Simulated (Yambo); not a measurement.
```
CELL_PARAMETERS angstrom
     -2.09132     3.10192     3.64719
      2.09132    -3.10192     3.64719
      2.09132     3.10192    -3.64719
ATOMIC_POSITIONS crystal
  O  0.61791 0.00000 0.61791
  O  0.38209 0.00000 0.38209
  Cs 0.25188 0.25188 0.00000
  Cs 0.74812 0.74812 0.00000
```

CsO (space group Immm, No. 71): mean Im ε in 1 eV windows above the direct gap of 3.46 eV, for different electron-hole kernels (Yambo, broadening 0.15 eV, norm-conserving LDA (Quantum ESPRESSO, 84 Ry, scalar-relativistic) bands; 4×4×4 mesh, 5 valence and 12 conduction bands, static screening with 54 bands and a 4 Ry block, scissor 1.62 eV, Tamm-Dancoff; field along x).

```
window (eV)  independent quasiparticles  BSE
-----------  --------------------------  ---
3.5 to 4.5                          0.4  1.1
4.5 to 5.5                          1.2  1.4
5.5 to 6.5                          1.0  1.8
6.5 to 7.5                          1.4  3.8
7.5 to 8.5                          3.5  1.6
8.5 to 9.5                          2.0  1.1
```

This run doesn't resolve bound excitons or single peaks, so only averages are given, and they too depend on the mesh; weight that the attraction moves below the gap isn't listed. All transitions below 10.79 eV are in the band window. The scissor comes from a G0W0 run whose convergence isn't established.

Geometry relaxed with LDA.

The structure is a Materials Project entry; no match was found in the copy of COD used, and its stability was not checked.
